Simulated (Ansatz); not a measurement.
AlCo:
```yaml
crystal:
  lattice:
    - [2.85198, 0.00000, 0.00000]
    - [0.00000, 2.85198, 0.00000]
    - [0.00000, 0.00000, 2.85198]
  atoms:
    - { symbol: Al, position: [0.00000, 0.00000, 0.00000] }
    - { symbol: Co, position: [0.50000, 0.50000, 0.50000] }
```

Relaxed with PBE. Special points in fractions of this cell's reciprocal vectors: Γ (0.000, 0.000, 0.000); X (0.000, 0.500, 0.000); M (0.500, 0.500, 0.000); R (0.500, 0.500, 0.500).

Q: List the band energies nearest the Fermi level at these points for the program Ansatz at the PBE level (PAW).

A: In eV from the Fermi level; about four levels below and three above (degenerate sets whole), none deeper than 8.9 eV; points with the same levels are listed once.

| k | below | above |
|---|---|---|
| Γ | -2.98 -2.98 -0.85 -0.85 -0.85 | 5.91 5.91 5.91 |
| X | -2.39 -1.73 -1.73 -0.74 | 0.17 8.31 10.49 10.49 |
| M | -2.72 -2.72 -1.52 -1.52 -0.25 | 2.38 3.44 12.68 |
| R | -3.96 -3.96 -3.96 -0.21 -0.21 | 2.32 2.32 2.32 |

Space group Pm-3m (CsCl type). The PBE relaxation kept the symmetry of its start; phonons on a q-mesh show no instability. The run is not spin-polarised.

Potentials: the later of the program's two PAW sets.
